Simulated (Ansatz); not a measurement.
Relaxed Au (fcc, Cu type):

```yaml
crystal:
  lattice:
    - [0.00000, 4.15718, 4.15718]
    - [2.07859, 0.00000, 2.07859]
    - [2.07859, 2.07859, 0.00000]
  atoms:
    - { symbol: Au, position: [0.00000, 0.00000, 0.00000] }
    - { symbol: Au, position: [0.50000, 0.00000, 0.00000] }
```

A phonon eigenvector at L = (0.5, 0.0, 0.0) is frozen into this cell: atom i moves by Q times the vector below, so Q is the largest atomic displacement, in Å. The cell is held. It is one choice among 2 degenerate patterns. (q is in reciprocal vectors of the primitive cell; the cell shown is doubled to hold the pattern.)

```csv
atom,x,y,z
Au1,-0.285,0.520,-0.805
Au2,0.285,-0.520,0.805
```

Calculation: PBE (plane waves to 420 eV, PAW, scalar-relativistic; Ansatz, a program for electronic structure). k mesh 19×19×19 (Γ-centred), Fermi-Dirac smearing 0.05 eV. Energies are smeared free energies. With partly filled bands, energies and forces of such displacements shift with the k mesh and the smearing. Au was relaxed with its symmetry unable to fall. Spin-orbit coupling is left out, though Au is heavy. The zero of ΔE is the undisplaced structure.

The scan covers Q from -0.180 to 0.180 Å in 13 points.

Which space group does the distorted structure have?

P-1 (No. 2), lowered from Fm-3m.

What is the energy change at Q = 0.180 Å?

64 meV/cell.

What harmonic wavenumber does the curvature at Q = 0 give?

53 cm⁻¹.

(A displaced cell: forces are minus the slopes of the energy, force constants its curvatures, and phonons follow from these.)
